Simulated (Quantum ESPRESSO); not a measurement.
Simulation results for B4N3O (made-up cell)

Calculation on a made-up crystal cell, not a measurement: periodic Kohn-Sham density functional theory in plane waves with PseudoDojo standard norm-conserving scalar-relativistic pseudopotentials, each functional with its own files (v0.5 for PBE, v0.4.1 for LDA and PBEsol), no spin polarisation, no spin-orbit coupling, atoms not relaxed, stress positive in tension, energies less a fixed whole-eV offset for each atom's element; levels are Kohn-Sham levels at fractions of this cell's reciprocal vectors, counted from the reference band (half the neutral cell's valence electrons, rounded up) at Gamma; error bars cover cutoff and k-mesh only, not smearing or the files; added strain carries the atoms with the cell, and shear is the tensor component; each bar is the largest change over components, and at least 0.002 eV, 0.002 eV per angstrom or 0.02 GPa; energies are for the whole cell, and the offsets were chosen from early runs and are not element reference energies. Program: Quantum ESPRESSO 7.5.

Common to all runs: lattice type wurtzite; functional pbe; cutoff 1143 eV; fermi dirac smearing 0.1 eV; scf tolerance 1e-07 eV; electrons removed 0; added strain kind biaxial xx and yy; k mesh 9 x 6 x 6, shifted by half a step.

```yaml
- entry: 1
  formula: B4N3O
  kind: "made-up cell"
  unstrained_structure:
    cell_angstrom:
      - [2.6545, 0.0168, 0.0073]
      - [0.0291, 4.5759, -0.0442]
      - [0.0119, -0.0417, 4.3567]
    atoms_fractional:
      - [B, -0.01298, 0.01183, 0.00058]
      - [B, 0.4786, 0.51038, -0.00758]
      - [B, 0.50803, 0.15982, 0.50262]
      - [B, 0.0131, 0.66623, 0.49966]
      - [O, -0.01176, 0.01035, 0.37089]
      - ["N", 0.49829, 0.50686, 0.37397]
      - ["N", 0.49857, 0.16097, 0.8699]
      - ["N", 0.0, 0.67523, 0.86248]
  given:
    added_strain: -0.0049
    structure_shown: "before the added strain of -0.0049"
    atom_site: [1, 2, 3, 4, 5, 6, 7, 8]
    "atom_energy_offset [eV]": [-79, -79, -79, -79, -452, -283, -283, -283]
  results:
    "free_energy_less_offsets [eV]": -3.434
    "smearing_term_minus_ts [eV]": -0.0517
    scf_iterations: 10
    "pressure [GPa]": -14.83
    "stress_xx [GPa]": 8.657
    "stress_yy [GPa]": 18.87
    "stress_zz [GPa]": 16.95
    "stress_yz [GPa]": -2.247
    "stress_xz [GPa]": -0.9312
    "stress_xy [GPa]": 3.524
    force_site: [1, 2, 3, 4, 5, 6, 7, 8]
    "force_x [eV/angstrom]": [0.3706, 0.9174, 0.272, -0.6984, -0.1994, 0.2992, -0.4516, -0.5097]
    "force_y [eV/angstrom]": [-0.5417, -0.521, 3.046, -2.515, -0.3539, -0.1225, 1.276, -0.2671]
    "force_z [eV/angstrom]": [-2.475, 0.4117, 1.684, 1.157, -0.9371, -0.8935, 0.006726, 1.046]
    "fermi_level [eV]": 0.8837
    reference_band: 17
    level_k_point: [Gamma, "(1/2,1/2,1/2)", "(0.15,0,0)", "(0,0.15,0)", "(0,0,0.15)"]
    "next_band_up [eV]": [1.893, 1.198, 1.47, 1.956, 1.646]
    "error_bar_energy [eV]": 0.002493
    "error_bar_stress [GPa]": 0.1753
    "error_bar_force [eV/angstrom]": 0.01855
    "error_bar_next_band_up [eV]": 0.002
    "error_bar_fermi_level [eV]": 0.002901
    error_bars_from: "tighter rerun of this cell"
- entry: 2
  formula: B4N3O
  kind: "made-up cell"
  unstrained_structure:
    cell_angstrom:
      - [2.6545, 0.0168, 0.0073]
      - [0.0291, 4.5759, -0.0442]
      - [0.0119, -0.0417, 4.3567]
    atoms_fractional:
      - [B, -0.01298, 0.01183, 0.00058]
      - [B, 0.4786, 0.51038, -0.00758]
      - [B, 0.50803, 0.15982, 0.50262]
      - [B, 0.0131, 0.66623, 0.49966]
      - [O, -0.01176, 0.01035, 0.37089]
      - ["N", 0.49829, 0.50686, 0.37397]
      - ["N", 0.49857, 0.16097, 0.8699]
      - ["N", 0.0, 0.67523, 0.86248]
  given:
    added_strain: -0.0002
    structure_shown: "before the added strain of -0.0002"
    atom_site: [1, 2, 3, 4, 5, 6, 7, 8]
    "atom_energy_offset [eV]": [-79, -79, -79, -79, -452, -283, -283, -283]
  results:
    "free_energy_less_offsets [eV]": -3.387
    "smearing_term_minus_ts [eV]": -0.05191
    scf_iterations: 10
    "pressure [GPa]": -17.08
    "stress_xx [GPa]": 11.96
    "stress_yy [GPa]": 21.44
    "stress_zz [GPa]": 17.83
    "stress_yz [GPa]": -2.242
    "stress_xz [GPa]": -0.9288
    "stress_xy [GPa]": 3.194
    force_site: [1, 2, 3, 4, 5, 6, 7, 8]
    "force_x [eV/angstrom]": [0.3494, 0.8855, 0.3018, -0.6681, -0.2326, 0.2735, -0.4332, -0.4765]
    "force_y [eV/angstrom]": [-0.5417, -0.4954, 3.001, -2.545, -0.294, -0.1115, 1.244, -0.2571]
    "force_z [eV/angstrom]": [-2.41, 0.4275, 1.604, 1.117, -0.9233, -0.8701, 0.01239, 1.042]
    "fermi_level [eV]": 0.9137
    reference_band: 17
    level_k_point: [Gamma, "(1/2,1/2,1/2)", "(0.15,0,0)", "(0,0.15,0)", "(0,0,0.15)"]
    "next_band_up [eV]": [1.861, 1.241, 1.514, 1.946, 1.671]
    "error_bar_energy [eV]": 0.002493
    "error_bar_stress [GPa]": 0.1753
    "error_bar_force [eV/angstrom]": 0.01855
    "error_bar_next_band_up [eV]": 0.002
    "error_bar_fermi_level [eV]": 0.002901
    error_bars_from: "tighter rerun of a related cell"
- entry: 3
  formula: B4N3O
  kind: "made-up cell"
  unstrained_structure:
    cell_angstrom:
      - [2.6545, 0.0168, 0.0073]
      - [0.0291, 4.5759, -0.0442]
      - [0.0119, -0.0417, 4.3567]
    atoms_fractional:
      - [B, -0.01298, 0.01183, 0.00058]
      - [B, 0.4786, 0.51038, -0.00758]
      - [B, 0.50803, 0.15982, 0.50262]
      - [B, 0.0131, 0.66623, 0.49966]
      - [O, -0.01176, 0.01035, 0.37089]
      - ["N", 0.49829, 0.50686, 0.37397]
      - ["N", 0.49857, 0.16097, 0.8699]
      - ["N", 0.0, 0.67523, 0.86248]
  given:
    added_strain: 0.0069
    structure_shown: "before the added strain of 0.0069"
    atom_site: [1, 2, 3, 4, 5, 6, 7, 8]
    "atom_energy_offset [eV]": [-79, -79, -79, -79, -452, -283, -283, -283]
  results:
    "free_energy_less_offsets [eV]": -3.299
    "smearing_term_minus_ts [eV]": -0.05266
    scf_iterations: 10
    "pressure [GPa]": -20.26
    "stress_xx [GPa]": 16.66
    "stress_yy [GPa]": 25.02
    "stress_zz [GPa]": 19.09
    "stress_yz [GPa]": -2.23
    "stress_xz [GPa]": -0.9261
    "stress_xy [GPa]": 2.709
    force_site: [1, 2, 3, 4, 5, 6, 7, 8]
    "force_x [eV/angstrom]": [0.3176, 0.8379, 0.344, -0.6218, -0.2797, 0.2335, -0.4042, -0.4272]
    "force_y [eV/angstrom]": [-0.5412, -0.4591, 2.933, -2.584, -0.2055, -0.09818, 1.198, -0.242]
    "force_z [eV/angstrom]": [-2.31, 0.4533, 1.488, 1.059, -0.9033, -0.8391, 0.01842, 1.034]
    "fermi_level [eV]": 0.958
    reference_band: 17
    level_k_point: [Gamma, "(1/2,1/2,1/2)", "(0.15,0,0)", "(0,0.15,0)", "(0,0,0.15)"]
    "next_band_up [eV]": [1.81, 1.305, 1.583, 1.921, 1.696]
    "error_bar_energy [eV]": 0.002493
    "error_bar_stress [GPa]": 0.1753
    "error_bar_force [eV/angstrom]": 0.01855
    "error_bar_next_band_up [eV]": 0.002
    "error_bar_fermi_level [eV]": 0.002901
    error_bars_from: "tighter rerun of a related cell"
- entry: 4
  formula: B4N3O
  kind: "made-up cell"
  unstrained_structure:
    cell_angstrom:
      - [2.6545, 0.0168, 0.0073]
      - [0.0291, 4.5759, -0.0442]
      - [0.0119, -0.0417, 4.3567]
    atoms_fractional:
      - [B, -0.01298, 0.01183, 0.00058]
      - [B, 0.4786, 0.51038, -0.00758]
      - [B, 0.50803, 0.15982, 0.50262]
      - [B, 0.0131, 0.66623, 0.49966]
      - [O, -0.01176, 0.01035, 0.37089]
      - ["N", 0.49829, 0.50686, 0.37397]
      - ["N", 0.49857, 0.16097, 0.8699]
      - ["N", 0.0, 0.67523, 0.86248]
  given:
    added_strain: 0.0155
    structure_shown: "before the added strain of 0.0155"
    atom_site: [1, 2, 3, 4, 5, 6, 7, 8]
    "atom_energy_offset [eV]": [-79, -79, -79, -79, -452, -283, -283, -283]
  results:
    "free_energy_less_offsets [eV]": -3.166
    "smearing_term_minus_ts [eV]": -0.05407
    scf_iterations: 10
    "pressure [GPa]": -23.74
    "stress_xx [GPa]": 21.88
    "stress_yy [GPa]": 28.85
    "stress_zz [GPa]": 20.51
    "stress_yz [GPa]": -2.195
    "stress_xz [GPa]": -0.9191
    "stress_xy [GPa]": 2.163
    force_site: [1, 2, 3, 4, 5, 6, 7, 8]
    "force_x [eV/angstrom]": [0.2812, 0.7844, 0.3888, -0.5683, -0.3327, 0.1876, -0.3696, -0.3714]
    "force_y [eV/angstrom]": [-0.54, -0.4166, 2.848, -2.624, -0.1049, -0.07916, 1.14, -0.2239]
    "force_z [eV/angstrom]": [-2.192, 0.4857, 1.348, 0.9874, -0.8747, -0.8045, 0.02436, 1.025]
    "fermi_level [eV]": 1.011
    reference_band: 17
    level_k_point: [Gamma, "(1/2,1/2,1/2)", "(0.15,0,0)", "(0,0.15,0)", "(0,0,0.15)"]
    "next_band_up [eV]": [1.744, 1.38, 1.67, 1.875, 1.703]
    "error_bar_energy [eV]": 0.002493
    "error_bar_stress [GPa]": 0.1753
    "error_bar_force [eV/angstrom]": 0.01855
    "error_bar_next_band_up [eV]": 0.002
    "error_bar_fermi_level [eV]": 0.002901
    error_bars_from: "tighter rerun of a related cell"
- entry: 5
  formula: B4N3O
  kind: "made-up cell"
  unstrained_structure:
    cell_angstrom:
      - [2.6545, 0.0168, 0.0073]
      - [0.0291, 4.5759, -0.0442]
      - [0.0119, -0.0417, 4.3567]
    atoms_fractional:
      - [B, -0.01298, 0.01183, 0.00058]
      - [B, 0.4786, 0.51038, -0.00758]
      - [B, 0.50803, 0.15982, 0.50262]
      - [B, 0.0131, 0.66623, 0.49966]
      - [O, -0.01176, 0.01035, 0.37089]
      - ["N", 0.49829, 0.50686, 0.37397]
      - ["N", 0.49857, 0.16097, 0.8699]
      - ["N", 0.0, 0.67523, 0.86248]
  given:
    added_strain: 0.0184
    structure_shown: "before the added strain of 0.0184"
    atom_site: [1, 2, 3, 4, 5, 6, 7, 8]
    "atom_energy_offset [eV]": [-79, -79, -79, -79, -452, -283, -283, -283]
  results:
    "free_energy_less_offsets [eV]": -3.115
    "smearing_term_minus_ts [eV]": -0.05456
    scf_iterations: 10
    "pressure [GPa]": -24.84
    "stress_xx [GPa]": 23.53
    "stress_yy [GPa]": 30.02
    "stress_zz [GPa]": 20.96
    "stress_yz [GPa]": -2.185
    "stress_xz [GPa]": -0.9177
    "stress_xy [GPa]": 1.983
    force_site: [1, 2, 3, 4, 5, 6, 7, 8]
    "force_x [eV/angstrom]": [0.2701, 0.7671, 0.4026, -0.5504, -0.3491, 0.1718, -0.3586, -0.3535]
    "force_y [eV/angstrom]": [-0.5399, -0.4015, 2.819, -2.635, -0.07127, -0.0731, 1.122, -0.2195]
    "force_z [eV/angstrom]": [-2.153, 0.4962, 1.301, 0.9625, -0.8632, -0.7929, 0.02627, 1.023]
    "fermi_level [eV]": 1.028
    reference_band: 17
    level_k_point: [Gamma, "(1/2,1/2,1/2)", "(0.15,0,0)", "(0,0.15,0)", "(0,0,0.15)"]
    "next_band_up [eV]": [1.722, 1.405, 1.699, 1.858, 1.699]
    "error_bar_energy [eV]": 0.002493
    "error_bar_stress [GPa]": 0.1753
    "error_bar_force [eV/angstrom]": 0.01855
    "error_bar_next_band_up [eV]": 0.002
    "error_bar_fermi_level [eV]": 0.002901
    error_bars_from: "tighter rerun of a related cell"
```
